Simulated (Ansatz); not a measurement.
Total density of states per atom from plane-wave PAW r²SCAN (Ansatz code), in 0.25 eV bins, energy from the Fermi level:

```
E (eV)  states/eV/atom
------  --------------
-7.85             0.00
-7.60             0.00
-7.35             0.00
-7.10             0.00
-6.85             0.00
-6.60             0.00
-6.35             0.00
-6.10             0.04
-5.85             0.26
-5.60             0.37
-5.35             0.46
-5.10             0.50
-4.85             0.37
-4.60             0.20
-4.35             0.32
-4.10             0.46
-3.85             0.32
-3.60             0.45
-3.35             0.58
-3.10             0.70
-2.85             0.85
-2.60             0.60
-2.35             0.65
-2.10             1.13
-1.85             0.74
-1.60             0.57
-1.35             0.92
-1.10             0.52
-0.85             0.63
-0.60             0.55
-0.35             0.44
-0.10             0.42
0.15              0.45
0.40              0.52
0.65              1.01
0.90              0.71
1.15              0.38
1.40              0.41
1.65              0.43
1.90              0.41
2.15              0.62
2.40              0.58
2.65              0.73
2.90              0.93
3.15              0.90
3.40              0.73
3.65              1.03
3.90              0.86
4.15              0.79
4.40              0.95
4.65              1.09
```

**Question.** Which of these materials gives this?
(A) HfB, rock salt
(B) TbAl2Ge2, P-3m1 (Tb on 1a, Al on 2d, Ge on 2d)
(C) Hf2S, P6_3/mmc (Hf on 4f, S on 2b)
(D) Hf5Ge3, P6_3/mcm (Hf on 4d, Hf on 6g, Ge on 6g)

**Answer.** D, Hf5Ge3, P6_3/mcm (Hf on 4d, Hf on 6g, Ge on 6g). Within 0.5 eV of the Fermi level: Hf 5d 87 %, Ge 4p 7 %. Projections are on Löwdin-orthogonalised atomic valence shells; empty p or d shells of many metals are not among them.

The first step of the workflow began from a Materials Project structure, measured or hypothetical; the Crystallography Open Database copy checked does not list it. Its standing as an ambient phase is unchecked. Symmetry was held in the r²SCAN relaxation; its stability against distortions is not shown here. The run is not spin-polarised. Spin–orbit coupling is left out wherever it is not named.

Potentials: the later of the program's two PAW sets.
